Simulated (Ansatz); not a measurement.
# Stability checks on a candidate for MgZr2N

The cell was found from a structure generator's guess, not taken from experiment.

Method: Ansatz, DFT PBE, scalar-relativistic, plane waves, PAW. The final run on the 4-atom cell used 420 eV, a Γ-centred 18×18×6 mesh, 0.10 eV smearing and no spin polarisation.

```yaml
crystal:
  lattice:
    - [3.25336, 0.00000, 0.00000]
    - [-1.62668, 2.81749, 0.00000]
    - [0.00000, 0.00000, 7.84736]
  atoms:
    - { symbol: Mg, position: [0.00000, 0.00000, 0.50000] }
    - { symbol: Zr, position: [0.33333, 0.66667, 0.16025] }
    - { symbol: Zr, position: [0.66667, 0.33333, 0.83975] }
    - { symbol: N, position: [0.00000, 0.00000, 0.00000] }
```

The zero of energy is the elements' standard structures at the same level (N₂ as a molecule); no fitted shifts are applied.

Question: These tests were run: energy against the elements; phonons at Γ. What do they show?

Answer:

```tsv
test	result
energy against the elements	−0.85 eV/atom
phonons at Γ	lowest optical mode 117 cm⁻¹
```

It fails none of these tests. Other phases of the system weren't compared here, so this isn't yet thermodynamic stability. Phonons away from Γ weren't computed.

The run for the phonons used an 18×18×6 k mesh and Fermi–Dirac smearing of 0.15 eV.
